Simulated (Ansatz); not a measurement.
LuBi:
```yaml
crystal:
  lattice:
    - [0.00000, 3.06664, 3.06664]
    - [3.06664, 0.00000, 3.06664]
    - [3.06664, 3.06664, 0.00000]
  atoms:
    - { symbol: Lu, position: [0.50000, 0.50000, 0.50000] }
    - { symbol: Bi, position: [0.00000, 0.00000, 0.00000] }
```

Relaxed with PBEsol. Special points in fractions of this cell's reciprocal vectors: Γ (0.000, 0.000, 0.000); X (0.500, 0.000, 0.500); U (0.625, 0.250, 0.625); K (0.375, 0.375, 0.750); L (0.500, 0.500, 0.500); W (0.500, 0.250, 0.750).

Task: List the band energies nearest the Fermi level at these points for the program Ansatz at the PBEsol with spin–orbit coupling level (PAW).

Result: In eV from the Fermi level; about four levels below and three above (degenerate sets whole), none deeper than 8.9 eV; points with the same levels are listed once.

```tsv
k	below	above
Γ	-4.87 -4.87 -4.87 -4.87 -4.87 -4.87 -0.98 -0.98	0.98 0.98 0.98 0.98
X	-0.57 -0.57 -0.36 -0.36	1.41 1.41 2.78 2.78
U	-3.08 -3.08 -1.51 -1.51	0.70 0.70 2.96 2.96
L	-2.42 -2.42 -1.60 -1.60	2.53 2.53 2.83 2.83
W	-2.75 -2.75 -2.52 -2.52	1.98 1.98 2.39 2.39
```

Space group Fm-3m (rock salt). The first step of the workflow began from a Materials Project structure, measured or hypothetical; the Crystallography Open Database copy checked does not list it. With Lu and Bi taken as one species the cell has the higher symmetry Pm-3m, so it may be an ordered model of a mixed-site phase. Its standing as an ambient phase is unchecked. The PBEsol relaxation kept the symmetry of its start; of distortions, only those at the zone centre were tested.

Potentials: the later of the program's two PAW sets.
